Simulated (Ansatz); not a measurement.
Consider the following.

Ru:
```cif
data_Ru2
_chemical_formula_sum 'Ru2'
_space_group_name_H-M_alt 'P63/mmc'
_space_group_IT_number 194
_space_group_name_Hall '-P 6c 2c'
_cell_length_a 2.70476
_cell_length_b 2.70476
_cell_length_c 4.26609
_cell_angle_alpha 90.000
_cell_angle_beta 90.000
_cell_angle_gamma 120.000
loop_
_atom_site_label
_atom_site_type_symbol
_atom_site_symmetry_multiplicity
_atom_site_Wyckoff_symbol
_atom_site_fract_x
_atom_site_fract_y
_atom_site_fract_z
_atom_site_occupancy
Ru1 Ru 2 c 0.33333 0.66667 0.25000 1
```

This is the r²SCAN-relaxed structure.

### Question
All from r²SCAN in the plane-wave PAW code Ansatz, unless another level is named. Predict the bulk modulus (Birch–Murnaghan fit).

### Answer
338 GPa.

### Question
Give the highest zone-centre frequency.

### Answer
256 cm⁻¹.

Space group P6_3/mmc (hcp (Mg type)). The r²SCAN relaxation kept the symmetry of its start; of distortions, only those at the zone centre were tested. The run is not spin-polarised. As this level gives no gap, phonon frequencies hold no LO–TO term and depend on the k-mesh and smearing (Fermi–Dirac, 0.1 eV here).

Potentials: the earlier of the program's two PAW sets.
